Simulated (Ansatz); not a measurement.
# In2Au: do energies and stresses tell the same story?

All numbers below come from DFT r2SCAN, scalar-relativistic, plane waves, PAW in Ansatz.

Settings: cutoff 500 eV, Γ-centred mesh 12×12×12 on the computed 3-atom cell, Gaussian smearing of 0.10 eV; no spin polarisation.

Relaxed cell: Fm-3m, a = 6.570 Å, b = 6.570 Å, c = 6.570 Å, α = 90.00°, β = 90.00°, γ = 90.00°, 3 atoms in the primitive cell. Whether it is the stable form of this composition wasn't checked.

Energies at zero smearing and pressures from the stress tensor, at volumes with shape and atoms relaxed:
```tsv
V (Å³/atom)	E − E(first) (meV/atom)	P (GPa)
22.210	0.00	5.11
22.919	-16.01	2.26
23.628	-20.73	0.01
24.336	-16.61	-1.78
25.045	-5.63	-3.15
```

Task: Check P = −dE/dV between neighbouring volumes, and get the bulk modulus from the pressures alone.

Result: With 1 eV/Å³ = 160.2 GPa:
```tsv
middle V (Å³/atom)	−ΔE/ΔV (GPa)	mean P (GPa)
22.564	3.618	3.686
23.273	1.067	1.135
23.982	-0.933	-0.885
24.691	-2.481	-2.462
```

The two differ by 0.07 GPa at most. The mean of two end pressures misses the average over a step by about ΔV² P″/12, up to 0.05 GPa here; with that taken off 0.02 GPa remains. Around V = 23.628 Å³/atom, the two neighbours give B = −V ΔP/ΔV = 23.628 × 4.04 / 1.418 = 67.3 GPa, against B0 = 66.4 GPa from the Birch–Murnaghan fit of the energies.

Spin–orbit coupling is left out, which can shift energies with elements as heavy as these.